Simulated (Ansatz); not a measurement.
SrTiO₃: a fit and a missing row

SrTiO₃, Pm-3m, a = 3.947 Å. The structure is a COD entry; whether it is the stable form wasn't checked. Ansatz: PBE+U, PAW, 420 eV, Γ-centred 8×8×8 mesh on 5 atoms, Gaussian smearing 0.02 eV; U_eff Ti 4.00 eV; no spin polarisation. Symmetry fixes shape and atoms, so the cell is only scaled; pressure is positive in compression.

| V (Å³/atom) | P (GPa) |
| --- | --- |
| 10.823 | 28.42 |
| 11.192 | 19.50 |
| 11.561 | 11.93 |
| 11.930 | 5.49 |
| 12.299 | 0.01 |
| 12.668 | -4.66 |
| 13.037 | ? |
| 13.529 | -13.02 |

Take V0 = 12.299 Å³/atom, count pressures from its P0 = 0.01 GPa, fit the third-order Birch–Murnaghan form to the other rows, and predict the missing pressure.

With the Eulerian strain f = ½[(V0/V)^(2/3) − 1] and y = (P − P0)/[3f(1 + 2f)^(5/2)], the form is the line y = B0 + 1.5 B0 (B0′ − 4) f. Rows (f, y): 0.04448, 172.1; 0.03245, 171.1; 0.02106, 170.2; 0.01026, 169.2; -0.00976, 167.6; -0.03078, 165.4. Means f = 0.01128, y = 169.27; Σ(Δf)² = 0.003859, ΣΔfΔy = 0.3398; the slope is their ratio. y = 168.3 + 88.05 f GPa, so B0 = 168.3 GPa and B0′ = 4 + 2 × (88.05)/(3 × 168.3) = 4.35. At V = 13.037, f = -0.01905, y = 166.62 and P = -8.63 GPa. The run gave -8.63 GPa, the same to the digits shown.

Symmetry holds off the tilts and polar distortions that many cubic perovskites undergo.

Cost: 8 runs of about 1.2 core-minutes in all, on Intel Xeon Platinum 8375C (Ice Lake) (shared hosts).